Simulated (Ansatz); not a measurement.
# Property card for AlN

AlN:
```yaml
crystal:
  lattice:
    - [5.32876, 0.00000, 0.00000]
    - [0.00000, 5.32876, 0.00000]
    - [0.00000, 0.00000, 5.32876]
  atoms:
    - { symbol: Al, position: [0.25000, 0.00000, 0.50000] }
    - { symbol: Al, position: [0.50000, 0.25000, 0.00000] }
    - { symbol: Al, position: [0.50000, 0.75000, 0.00000] }
    - { symbol: Al, position: [0.75000, 0.00000, 0.50000] }
    - { symbol: Al, position: [0.00000, 0.50000, 0.75000] }
    - { symbol: Al, position: [0.00000, 0.50000, 0.25000] }
    - { symbol: N, position: [0.25000, 0.50000, 0.00000] }
    - { symbol: N, position: [0.00000, 0.25000, 0.50000] }
    - { symbol: N, position: [0.00000, 0.75000, 0.50000] }
    - { symbol: N, position: [0.75000, 0.50000, 0.00000] }
    - { symbol: N, position: [0.50000, 0.00000, 0.75000] }
    - { symbol: N, position: [0.50000, 0.00000, 0.25000] }
```

Space group Pm-3n (No. 223); conventional cell a = b = c = 5.3288 Å, α = β = γ = 90.00°.

Method: r²SCAN in the plane-wave PAW code Ansatz. Geometry: relaxed at this level of theory. Other levels are named where they apply.

Cell and energy:

```json
{
  "volume_per_atom": "12.61 Å³",
  "density": "2.70 g/cm³",
  "Formation energy from the elements (no fitted shifts)": "-1.49 eV/atom"
}
```

Electronic structure:

```json
{
 "band_gap": "3.01 eV (direct)",
 "valence_band_maximum": "at Γ",
 "conduction_band_minimum": "at Γ",
 "electron_effective_mass": "0.33 mₑ (isotropic)",
 "Hole effective mass, band 1 of 3 at the edge": "0.87 along [111] (mₑ)",
 "Hole effective mass, band 2 of 3 at the edge": "0.58 along [110], 0.87 along [111] (mₑ)",
 "Hole effective mass, band 3 of 3 at the edge": "0.26 along [100], 0.45 along [110], 0.60 along [111] (mₑ)",
 "HSE06 gap on the r²SCAN cell": "3.96 eV"
}
```

Mechanics:

```json
{
 "Bulk modulus (Birch–Murnaghan fit)": "170 GPa",
 "Pressure derivative B′": "3.8",
 "Elastic constants (relaxed ions, GPa)": "C11 = 369, C12 = 71.2, C44 = 53.0",
 "mechanical_stability": "stable (all eigenvalues of C positive)",
 "hill_bulk_and_shear_moduli": "170 and 81.3 GPa",
 "Young's modulus": "210 GPa",
 "Poisson's ratio": "0.29",
 "debye_temperature_from_the_elastic_constants": "784 K"
}
```

Charges:

```json
{
  "bader_charges": "Al +2.49, N -2.49 e"
}
```

The start of the workflow was typed in or built on a structure type; neither database checked (COD, Materials Project) lists it. It is not the phase usual at ambient conditions (space group No. 186, 216). The r²SCAN relaxation kept the symmetry of its start; whether a distortion lowers the energy is not shown. The references are the lowest solids computed at this level, not always the standard phases (solids in place of the gases).

Potentials: the later of the program's two PAW sets.
